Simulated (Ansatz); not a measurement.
ZrO₂ (fluorite)

```xyz
3
Lattice="0.0000 2.5446 2.5446 2.5446 0.0000 2.5446 2.5446 2.5446 0.0000" Properties=species:S:1:pos:R:3 pbc="T T T"
Zr     0.0000     0.0000     0.0000
O      1.2723     1.2723     1.2723
O      3.8169     3.8169     3.8169
```

The volume is varied about the relaxed value V₀ at fixed cell shape. Symmetry pins the atoms to their sites.

The numbers are results of r2SCAN (plane waves to 500 eV, PAW, scalar-relativistic; Ansatz, a program for electronic structure), not measurements. k mesh 11×11×11 (Γ-centred), Fermi-Dirac smearing 0.05 eV. The energy includes the smearing's −TS. Compression counts positive. The PAW data are Ansatz's earlier set. This is a high-temperature form of ZrO2. ZrO2 is run without spin polarisation. ZrO2 was relaxed with its symmetry unable to fall. ΔE is measured from the relaxed starting cell.

```csv
V (Å³/atom),ΔE (meV/atom)
10.325,35.2
10.457,22.0
10.588,12.1
10.720,5.3
10.852,1.3
10.984,0.0
11.116,1.2
11.247,4.9
11.379,withheld
11.511,18.7
11.643,28.7
```

Problem. Fit a third-order Birch-Murnaghan form (E₀, V₀, B₀, B₀′ free) to the given rows and predict ΔE at V = 11.379.

Solution. Least squares on the 10 given rows: ΔE = E₀ + (9V₀B₀/16)·y²·[2 + (B₀′ − 4)y], y = (V₀/V)^(2/3) − 1, with V₀ = 10.983 Å³/atom, B₀ = 256.8 GPa (160.2 GPa = 1 eV/Å³; the term in eV is multiplied by 1000), B₀′ = 4.21, E₀ = -0.01 meV/atom; root-mean-square residual 0.03 meV/atom. At 11.379 the fit gives 10.7 meV/atom; the calculation gives 10.7 meV/atom, the same to the digits shown. For the pressure the fit gives -8.4 GPa against the computed -8.4 GPa.

(A scan under strain: stresses follow from slopes of the energy per volume, elastic moduli from its curvatures.)
